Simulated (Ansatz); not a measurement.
NbAgO3:
Space group Pm-3m (No. 221); a = 3.950 Å, b = 3.950 Å, c = 3.950 Å, α = 90.00°, β = 90.00°, γ = 90.00°

| atom | site | symmetry | x | y | z |
|---|---|---|---|---|---|
| Nb | 1a | m-3m | 0.0000 | 0.0000 | 0.0000 |
| Ag | 1b | m-3m | 0.5000 | 0.5000 | 0.5000 |
| O | 3d | 4/mm.m | 0.0000 | 0.0000 | 0.5000 |

Relaxed with PBEsol.

**Question.** Give the optical modes at the zone centre with their infrared activity from DFPT, DFT-PBEsol in the program Ansatz with PAW potentials.

**Answer.** Transverse frequencies, without the LO–TO term; a row sums one degenerate level.

```json
[
 {"ω (cm⁻¹)": "180i", "degeneracy": "3", "IR ((D/Å)²/amu)": "236.92", "activity": "IR", "symmetry": "T1u"},
 {"ω (cm⁻¹)": "56", "degeneracy": "3", "IR ((D/Å)²/amu)": "0.38", "activity": "IR", "symmetry": "T1u"},
 {"ω (cm⁻¹)": "105", "degeneracy": "3", "IR ((D/Å)²/amu)": "0.00", "activity": "IR-inactive", "symmetry": "T2u"},
 {"ω (cm⁻¹)": "500", "degeneracy": "3", "IR ((D/Å)²/amu)": "117.46", "activity": "IR", "symmetry": "T1u"}
]
```

**Question.** How high does the top mode go among those that the LO–TO term moves?

**Answer.** 786 cm⁻¹ for q along x.

The workflow started from a Materials Project entry (that database holds measured and hypothetical structures alike); the Crystallography Open Database copy checked does not list it. COD files the formula under space group No. 57, so this cell is another polymorph or a model. Whether it is the stable phase at ambient conditions was not checked. Symmetry was held in the PBEsol relaxation. At this level the phase is dynamically unstable (imaginary phonons). No spin polarisation was allowed.

Potentials: the later of the program's two PAW sets.
